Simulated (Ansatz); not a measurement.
WSe2 in space group P6_3/mmc (No. 194; W on 2c, Se on 4f), the program Ansatz at the r²SCAN+D4 level (PAW). The conduction-band minimum lies on the K–Γ line, 46 % of the way from K, with 6 equivalent valleys. Second derivatives d²E/dk² of the lowest band at one valley (eV·Å²), along Cartesian directions:

```json
[
 {"direction": "[100]", "d²E/dk²": "13.91"},
 {"direction": "[010]", "d²E/dk²": "15.37"},
 {"direction": "[001]", "d²E/dk²": "16.02"},
 {"direction": "[110]", "d²E/dk²": "15.91"},
 {"direction": "[101]", "d²E/dk²": "14.97"},
 {"direction": "[011]", "d²E/dk²": "15.70"}
]
```

### Question
Find the principal effective masses, the density-of-states mass and the conductivity mass.

### Answer
Off-diagonal terms follow from H_xy = H[110] − (H_xx + H_yy)/2, and m*/mₑ = 7.620 eV·Å² over each eigenvalue: 0.47, 0.48, 0.58. One valley's DOS mass (m₁m₂m₃)^(1/3) = 0.51, conductivity mass 3/(Σ 1/mᵢ) = 0.50 mₑ.

### Question
What effective density of states Nc follows at 300 K for parabolic valleys?

### Answer
Nc = 2.509e19 × 6 × (0.51)^(3/2) ≈ 5.5e19 cm⁻³.

### Question
With the computed static dielectric constant 11.7 (mean of the diagonal), estimate a hydrogenic donor's binding energy and radius.

### Answer
E = 13.606 eV × 0.50/11.7² ≈ 50 meV; a = 0.529 Å × ε/m* ≈ 12 Å. Semilocal masses tend to be too small where the gap is.

Symmetry was held in the r²SCAN+D4 relaxation; of distortions, only those at the zone centre were tested. The run is not spin-polarised. Scalar-relativistic: spin–orbit coupling is off unless named, which matters more the heavier the elements.

Potentials: the later of the program's two PAW sets.
